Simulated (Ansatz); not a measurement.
Ansatz (an electronic-structure program) input:

Ansatz 0.2 input:
```yaml
crystal:
  lattice:
    - [6.3958686122, 2.4468014059, 0.0]
    - [-6.3958686122, 2.4468014059, 0.0]
    - [-1.4046463795, 0.0, 5.4005064108]
  atoms:
    - { symbol: Nb, position: [0.1020124804, 0.382599903, 0.249408717] }
    - { symbol: Nb, position: [0.8979875196, 0.617400097, 0.750591283] }
    - { symbol: Nb, position: [0.382599903, 0.1020124804, 0.250591283] }
    - { symbol: Nb, position: [0.617400097, 0.8979875196, 0.749408717] }
    - { symbol: O, position: [0.1355312139, 0.7245649842, 0.1280192783] }
    - { symbol: O, position: [0.8644687861, 0.2754350158, 0.8719807217] }
    - { symbol: O, position: [0.7245649842, 0.1355312139, 0.3719807217] }
    - { symbol: O, position: [0.2754350158, 0.8644687861, 0.6280192783] }
    - { symbol: O, position: [0.8941260993, 0.8941260993, 0.75] }
    - { symbol: O, position: [0.1058739007, 0.1058739007, 0.25] }
    - { symbol: O, position: [0.5550578595, 0.3353549594, 0.9732291029] }
    - { symbol: O, position: [0.4449421405, 0.6646450406, 0.0267708971] }
    - { symbol: O, position: [0.3353549594, 0.5550578595, 0.5267708971] }
    - { symbol: O, position: [0.6646450406, 0.4449421405, 0.4732291029] }
kpoints:
  mp_grid: { grid: [6, 6, 5] }
hamiltonian:
  xc: r2scan
  pseudopotentials: { azcp: { folder: ./paw }, kind: paw }
scf:
  occupations: { method: fixed }
checkpoint: { read: static.run }
output: { write_density: true, elf: true, volumetric_format: npy }
basis: { fft_grid_basis: typed }
```

Output (shortened):

```
Pseudopotential: Nb, paw, valence charge 13
Pseudopotential: O, paw, valence charge 6
Functional definition: r2SCAN
Crystal: 14 atoms, lattice volume = 169.030 Å³
Basis set: ecut = 500 eV, 4301 PW (Γ), exchange–correlation on 200×200×180 points (64 copies of the dense FFT grid, shifted against one another)
Bands: 70, of which v1, the nominal top of the filled ones, is band 56 counted from 1 (55 counted from 0)
Symmetry: 4 space group operations
Space group: C2/c (ITA 15), of the structure as read, at distance tolerance 5.5e-5 Å
k-points: 55 of 180
Stability of the state it starts from, as read at its close in the unpolarized treatment …
iter 1 solved again at ethr=5.24e-8 eV; its pass at ethr=3.10e-3 eV (dr2=5.87e-5 eV) is discarded
SCF iter   1: F=—  HF=-23954.915782 eV  |F-HF|=—  |Δ(HF+E_count)|=         —  Δρ=9.82e-7  dr2=1.16e-9  dr2_τ=3.84e-10  ethr=5.24e-8  ⟨swp⟩=3.9  Hψ=23041  notcnv=0  defer=660
preconditioner: auto → Resta (q_TF=auto, 2.547 Å⁻¹)
SCF iter   2: F=-23954.915782 eV  HF=-23954.915782 eV  |F-HF|=8.33e-10  |Δ(HF+E_count)|=   1.06e-7  Δρ=8.75e-7  dr2=1.04e-9  dr2_τ=5.56e-10  ethr=1.04e-12  ⟨swp⟩=10.9  Hψ=17523  notcnv=0
SCF 1 converged in 2 iterations: F = -23954.915782 eV  dr2 = 1.04e-9
SCF converged after 2 iterations
Free energy (F): -23954.915782 eV
Harris-Foulkes:  -23954.915782 eV  (|F-HF|=8.33e-10)
Internal energy: -23954.915782 eV  (E = F + TS)
E sigma→0 (E₀):  -23954.915782 eV
Fermi energy:    7.869928 eV
--- Per-component energies (eV) ---
  E_band       = -830.681517
  E_kinetic    = 3180.380387
  E_local      = -7337.622991  (includes V_loc(G=0)·N_el)
  E_nonlocal   = 871.035746
  E_hartree    = 2580.583731
  E_xc         = -1350.049651
  E_vxc        = -1912.923341  (∫ρ·V_xc dr)
  E_paw        = -14035.144192  (= ΣΔE_a)
  E_vpaw       = -914.306696  (= ΣTr[D̂ρ^β])
  E_aug_tail   = 0.002746  (compensation charges beyond the density's cutoff)
  E_vtau       = 121.584933  (kinetic-family band-sum trace: ∫τ·v_τ [+ j·A + Jᵃ·Aᵃ] dr)
  E_ewald      = -7863.012425
  E_core_change = -1.089132  (= ΣΔE_core)
  E_smearing   =  0.000000  (= −TS)
  E_closure    = 0.000000  (closes the sum)
  Σ components = -23954.915782   (vs F -23954.915782, Δ=0.00e0)
  [band-id]    e_kinetic+e_local+e_nonlocal+2·e_hartree+e_vxc+e_vpaw+e_augmentation_tail+e_vtau = -830.681754   (vs E_band -830.681517, Δ=-2.37e-4)
--- Band table (eV; the first three rows and the last of 55) ---
  k-point 0: bands = ["-48.3980", "-48.3794", "-48.3788", "-48.3749", "-24.0761", "-24.0429", "-24.0346", "-24.0221", "-23.9456", "-23.8713", "-23.7690", "-23.7241", "-23.7164", "-23.7026", "-23.6823", "-23.6544", "-10.6252", "-9.9859", "-9.9126", "-9.7464", …
  k-point 1: bands = ["-48.3964", "-48.3813", "-48.3787", "-48.3747", "-24.0601", "-24.0284", "-24.0283", "-24.0047", "-23.9465", "-23.8837", "-23.7817", "-23.7516", "-23.7187", "-23.7104", "-23.6780", "-23.6547", "-10.5156", "-9.9433", "-9.8209", "-9.6824", …
  k-point 2: bands = ["-48.3921", "-48.3865", "-48.3771", "-48.3754", "-24.0274", "-24.0160", "-23.9944", "-23.9727", "-23.9496", "-23.9155", "-23.8039", "-23.7936", "-23.7297", "-23.7257", "-23.6681", "-23.6589", "-10.2370", "-9.9664", "-9.6053", "-9.5518", …
  k-point 54: bands = ["-48.3882", "-48.3845", "-48.3810", "-48.3774", "-24.0233", "-24.0119", "-23.9821", "-23.9815", "-23.8775", "-23.8584", "-23.8007", "-23.7922", "-23.7685", "-23.7618", "-23.7095", "-23.6950", "-10.0245", "-9.8160", "-9.7010", "-9.6513", …
```

Cost: about 40 core-seconds (a rough figure) on shared cores.

The first step of the workflow began from a Materials Project structure, measured or hypothetical; the Crystallography Open Database files this formula in space group No. 15, but the cells were not matched. Its standing as an ambient phase is unchecked. Symmetry was held in the r²SCAN relaxation; whether a distortion lowers the energy is not shown. The run is not spin-polarised. Spin–orbit coupling is left out wherever it is not named.

Potentials: the earlier of the program's two PAW sets. The files were generated under PBE; for other functionals the program regenerates the frozen cores, and for LDA and PBEsol the local potential too.

Ansatz is a plane-wave DFT program.
